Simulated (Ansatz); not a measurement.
Notes on Ge2Mo

```yaml
crystal:
  lattice:
    - [0.00000, 3.27429, 0.00000]
    - [3.27429, 0.00000, 0.00000]
    - [1.63715, 1.63715, -4.39860]
  atoms:
    - { symbol: Mo, position: [0.00000, 0.00000, 0.00000] }
    - { symbol: Ge, position: [0.33300, 0.33300, 0.33400] }
    - { symbol: Ge, position: [0.66700, 0.66700, 0.66600] }
```

Single point in Ansatz 0.2.0 with r2SCAN, no spin polarisation. Cutoff 500 eV, PAW datasets, 11×11×11 Γ-centred k mesh, fermi-dirac filling (width 0.1 eV).

Q: Describe some of the short contacts.

A: Ge–Ge at 2.74 Å: least valence density 0.28 e/Å³ and ELF 0.46 there. Mo–Ge at 2.74 Å: least valence density 0.33 e/Å³ and ELF 0.40 there. Both are smooth PAW fields, read partly inside the augmentation spheres.

Q: Is the cell too large or too small?

A: The pressure is -7.2 GPa (compression positive), so with the atoms held at these fractions the cell would first shrink; the forces are large, so a full relaxation may end otherwise. The principal stresses -20.8, -0.3, -0.3 GPa differ, so its shape would change too.

Q: What is the formation energy?

A: 0.00 eV an atom against the elements' usual phases (free molecules for gases, crystals otherwise, with no correction for O₂ or N₂), too near zero to call. Relaxing would lower it.

Q: Where is the largest force?

A: The largest is on Ge2 (and as large on other atoms): 1.00 eV/Å, components (0.00, 0.00, 1.00). It makes 122° with the line to a nearest neighbour, Ge3 at 2.74 Å.

Q: What happens at the Fermi level?

A: It is a metal, with about 0.96 states/eV a cell as the mean within 0.25 eV of the Fermi level, mostly Mo d (73 %) and Ge p (18 %).

Origin: a known structure type with other elements, at an estimated volume, so it need not be a known compound.
